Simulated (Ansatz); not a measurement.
The calculation used DFT PBE, scalar-relativistic, plane waves, PAW, and for the lanthanide a 4f-in-core norm-conserving potential, in Ansatz 0.2.0. Settings: cutoff 630 eV, Γ-centred meshes spaced at most about 0.3 Å⁻¹, and about 0.25 Å⁻¹ or finer for metals (2π included), Gaussian smearing. No spin polarisation in the final relaxations.

All energies are static (0 K, no zero-point motion).

Compare these two cells of RbDyH₄, each relaxed at this level.

1.

Space group Cmmm (No. 65). a = 7.134 Å, b = 7.338 Å, c = 4.053 Å, α = 90.00°, β = 90.00°, γ = 90.00°
```tsv
atom	site	symmetry	x	y	z
Rb	2c	mmm	0.5000	0.0000	0.5000
Dy	2a	mmm	0.0000	0.0000	0.0000
H	4g	2mm	0.2841	0.0000	0.0000
H	4f	..2/m	0.2500	0.2500	0.5000
```

2.

Space group P4/mmm (No. 123). a = 3.454 Å, b = 3.454 Å, c = 7.219 Å, α = 90.00°, β = 90.00°, γ = 90.00°
| atom | site | symmetry | x | y | z |
| --- | --- | --- | --- | --- | --- |
| Rb | 1d | 4/mmm | 0.5000 | 0.5000 | 0.5000 |
| Dy | 1a | 4/mmm | 0.0000 | 0.0000 | 0.0000 |
| H | 2g | 4mm | 0.0000 | 0.0000 | 0.5595 |
| H | 2h | 4mm | 0.5000 | 0.5000 | 0.1347 |

Task: Which is lower in energy, and by how much?

Result: Cell 2 is lower, by 293 meV/atom. Cell 1 has space group Cmmm (No. 65), 17.7 Å³/atom and no gap on its mesh; cell 2 has space group P4/mmm (No. 123), 14.4 Å³/atom and no gap. Counting H atoms around Dy and Rb (those within 1.25 times the shortest such distance or 1.15 times the sum of covalent radii, 1.27 where that leaves under three; a plus sign parts nearer from farther groups), cell 1 has Rb 8, Dy 2 and cell 2 has Rb 10, Dy 8+2. Cell 2 holds H–H pairs (shortest 0.86 Å); in cell 1 the shortest H–H distance is 2.74 Å. The denser one is the lower, and pressure would at first widen the difference. Even the lower one lies +0.14 eV/atom against the reference forms of the elements (uncorrected), a margin that errors in the energy of the gaseous reference can exceed. In cell 1, Rb has 8 H at 2.55–2.56 Å, 2 Rb at 4.05 Å and 8 Dy at 4.10–4.19 Å; around Dy lie 2 H at 2.03 Å, 8 H at 3.26 Å, 4 H at 3.98 Å, 2 Dy at 4.05 Å and 8 Rb at 4.10–4.19 Å; around H on a site of symmetry 2mm lie 1 Dy at 2.03 Å, 2 Rb at 2.55 Å and 4 H at 2.74 Å; 1 more site not described. In cell 2, Rb is surrounded by 8 H at 2.48 Å and 2 H at 2.64 Å; around Dy lie 8 H at 2.63 Å, 2 H at 3.18 Å, 4 Dy at 3.45 Å, 2 H at 4.04 Å and 8 Rb at 4.36 Å; H on its first site is surrounded by 1 H at 0.86 Å and 4 Rb at 2.48 Å; 1 more site not described. Both come from invented guesses. A third cell relaxed alike, in Cmmm, lies 95 meV/atom below the lower of the two.

The zero gap of Cmmm may come from the functional, which often closes small gaps, or the cell may be a true semimetal. With hydrogen, zero-point motion can shift such differences by 10 meV/atom or more. Cells relaxed within their symmetry can be saddle points.

The lanthanide is trivalent by construction, without f bands, f moments or other valences.
